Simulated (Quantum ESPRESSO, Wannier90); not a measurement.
Wannierisation of Mg (bcc (W type), model phase)

```
CELL_PARAMETERS angstrom
     -1.77276     1.77276     1.77276
      1.77276    -1.77276     1.77276
      1.77276     1.77276    -1.77276
ATOMIC_POSITIONS crystal
  Mg 0.00000 0.00000 0.00000
```

Materials Project entry mp-110; symmetrised, unrelaxed at this level. This isn't the element's usual structure (hcp); take it as a model of another phase. Level: PBEsol, no spin polarisation, no spin-orbit coupling; pw.x of Quantum ESPRESSO at 68 Ry with PseudoDojo potentials, 12×12×12 k-points, Wannier90. Density: 16×16×16 mesh, cold smearing 0.01 Ry.

Energies are relative to the Fermi level.

**Bands.** No gap over 0.05 eV opens at the Fermi level at this level of theory. 2 filled groups are cut off by gaps; the highest, bands 2–4, spans -42.75 to -42.71 eV and is Mg 2p 100 %.

**Model.** 4 functions (Mg sp) from bands 5-14, frozen to 1.50 eV, reach Ω_I = 6.35 Å² and follow pw.x to 24 meV rms (states up to 1.0 eV relative to the Fermi level).

**Frozen window.** Edge, Ω_I and misfit go -1.5 eV, 5.37 Å², 508 meV; 1.0 eV, 6.17 Å², 55 meV; 1.5 eV, 6.35 Å², 24 meV. Ω_I never falls as the edge rises, since each frozen state takes freedom from the choice of the smoothest subspace. The edges under the compared range leave its upper states unfrozen, and their misfit is the largest.

**Outer window.** The setting "outer window to 15.30 eV" raises Ω_I to 10.50 Å², as fewer states are left to mix in, and the misfit goes to 15 meV.

**Stops.** With the frozen window to 4.26 eV the program stops (More states in the frozen window than target WFs).
